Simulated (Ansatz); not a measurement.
AlB₂Ru₂:
```xyz
5
Lattice="1.4661 -6.3719 0.0000 1.4661 6.3719 0.0000 0.0000 0.0000 2.8122" Properties=species:S:1:pos:R:3 pbc="T T T"
Al     0.0000     0.0000     0.0000
Ru     1.4661     1.8105     1.4061
Ru     1.4661    -1.8105     1.4061
B      1.4661     3.6995     0.0000
B      1.4661    -3.6995     0.0000
```

Relaxed with r²SCAN. Special points in fractions of this cell's reciprocal vectors: Γ (0.000, 0.000, 0.000); Y (-0.500, 0.500, 0.000); C0 (-0.263, 0.737, 0.000); Σ0 (0.263, 0.263, 0.000); Z (0.000, 0.000, 0.500); A0 (0.263, 0.263, 0.500); E0 (-0.263, 0.737, 0.500); T (-0.500, 0.500, 0.500); S (0.000, 0.500, 0.000); R (0.000, 0.500, 0.500).

Task: List the band energies nearest the Fermi level at these points for the program Ansatz at the r²SCAN level (PAW).

Result: In eV from the Fermi level; about four levels below and three above (degenerate sets whole), none deeper than 8.9 eV; points with the same levels are listed once.

```
k                     below           above
--  -----------------------  --------------
Γ   -1.37 -1.16 -1.05 -0.87  1.12 2.75 2.86
Y   -1.32 -1.09 -1.07 -0.85  0.60 1.42 3.40
C0  -1.72 -1.48 -1.40 -0.06  0.80 2.92 3.61
Z   -3.43 -1.95 -1.05 -0.40  1.34 1.47 2.64
A0  -3.38 -1.59 -1.38 -1.23  0.29 0.75 0.87
T   -3.70 -3.36 -2.16 -0.76  0.61 1.44 2.05
S   -1.64 -1.52 -1.35 -0.12  0.85 2.93 3.72
R   -3.36 -2.21 -1.32 -0.24  0.06 0.73 0.74
```

Space group Cmmm. The start of the workflow was typed in or built on a structure type; neither database checked (COD, Materials Project) lists it. Whether it is the stable phase at ambient conditions was not checked. The cell was relaxed with r²SCAN under the symmetry of its start; its stability against distortions is not shown here. The run is not spin-polarised. The volume moved by 17 % from the start of the relaxation. Spin–orbit coupling is left out wherever it is not named.

Potentials: the later of the program's two PAW sets.
